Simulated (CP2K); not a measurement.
**HPbNO4: changing the dispersion correction**

```cif
data_structure
_symmetry_space_group_name_H-M 'P 1'
_symmetry_Int_Tables_number 1
_cell_length_a 4.1204
_cell_length_b 6.4274
_cell_length_c 8.3874
_cell_angle_alpha 67.042
_cell_angle_beta 89.958
_cell_angle_gamma 89.977
_cell_volume 204.53
loop_
_atom_site_label
_atom_site_type_symbol
_atom_site_fract_x
_atom_site_fract_y
_atom_site_fract_z
_atom_site_occupancy
H1 H 0.90366 0.21821 0.48851 1
H2 H 0.40337 0.78177 0.51142 1
Pb1 Pb 0.39455 0.30863 0.70725 1
Pb2 Pb 0.89489 0.69135 0.29266 1
N1 N 0.63409 0.19990 0.20730 1
N2 N 0.13386 0.80012 0.79275 1
O1 O 0.90829 0.32866 0.54369 1
O2 O 0.53792 0.39076 0.19497 1
O3 O 0.53483 0.11279 0.10602 1
O4 O 0.83718 0.08887 0.32672 1
O5 O 0.40817 0.67132 0.45624 1
O6 O 0.03774 0.60924 0.80520 1
O7 O 0.03429 0.88737 0.89397 1
O8 O 0.33716 0.91101 0.67330 1
```

The cell comes from a database or a generator and needn't be the stable form of this composition.

Kept alike: task single point; functional PBE; k mesh 5 × 4 × 3; occupations fermi-dirac, width 0.05 eV; no spin polarisation. Program: CP2K, GTH_POTENTIALS H GTH-PBE-q1, Pb GTH-PBE-q4, N GTH-PBE-q5, O GTH-PBE-q6; DZVP-MOLOPT-SR-GTH basis. The mesh is that of the run's cell of 14 atoms. No spin-orbit coupling.

```csv
dispersion correction,pressure (GPa)
D3(BJ),0.89
D4,0.08
none,1.05
```

Pressure is positive in compression.

**Question.** What does the dispersion correction change here?

**Answer.** The pressure runs from 0.08 (D4) to 1.05 GPa (none). Dispersion terms mostly attract, so at fixed cell they lower the pressure.
